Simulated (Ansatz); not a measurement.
BaHfO₃:
```
BaHfO3
1.0
    4.17740     0.00000     0.00000
    0.00000     4.17740     0.00000
    0.00000     0.00000     4.17740
Ba Hf O
1 1 3
Direct
  0.00000   0.00000   0.00000
  0.50000   0.50000   0.50000
  0.00000   0.50000   0.50000
  0.50000   0.50000   0.00000
  0.50000   0.00000   0.50000
```

The program Ansatz at the r²SCAN level (PAW) gives a gap of 4.20 eV without spin–orbit coupling, maximum at R, minimum at Γ.

What happens when spin–orbit coupling is switched on?

The gap drops by 0.09 eV, to 4.11 eV; maximum at R, minimum at Γ.

Give the electron effective mass with spin–orbit coupling, band 1 of 2 at the edge.

0.81 along [100], 0.61 along [110], 0.51 along [111] (mₑ).

Give the electron effective mass with spin–orbit coupling, band 2 of 2 at the edge.

0.35 along [100], 0.40 along [110], 0.46 along [111] (mₑ).

Space group Pm-3m (cubic perovskite). The cell was relaxed with r²SCAN under the symmetry of its start. The run is not spin-polarised.

Potentials: the earlier of the program's two PAW sets.
